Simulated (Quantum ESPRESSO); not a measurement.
Space group P3₂21 (No. 154); a = 3.6537 Å, b = 3.6537 Å, c = 8.8353 Å, α = 90.00°, β = 90.00°, γ = 120.00°

```json
[
 {"atom": "O", "site": "3b", "symmetry": ".2.", "x": "0.4480", "y": "0.4480", "z": "0.5000"},
 {"atom": "Hg", "site": "3a", "symmetry": ".2.", "x": "0.7684", "y": "0.7684", "z": "0.0000"}
]
```

Cell and atoms were relaxed with PBE+D3(BJ) from Materials Project entry mp-1077107, within its symmetry.

**Question.** What does PBEsol (Quantum ESPRESSO, PseudoDojo norm-conserving, 84 Ry, without SOC) give for the electronic structure near the Fermi level?

**Answer.** The PBEsol gap is indirect, 1.35 eV, from 33 % of the way from A to L to Γ; the smallest direct gap is 1.49 eV. Another valence extremum on the path lies within 0.02 eV, too close to call. Spin-orbit coupling is left out, which matters for elements this heavy: edges can move by tenths of an eV.

The structure is a Materials Project entry; no match was found in the copy of COD used, and its stability was not checked.
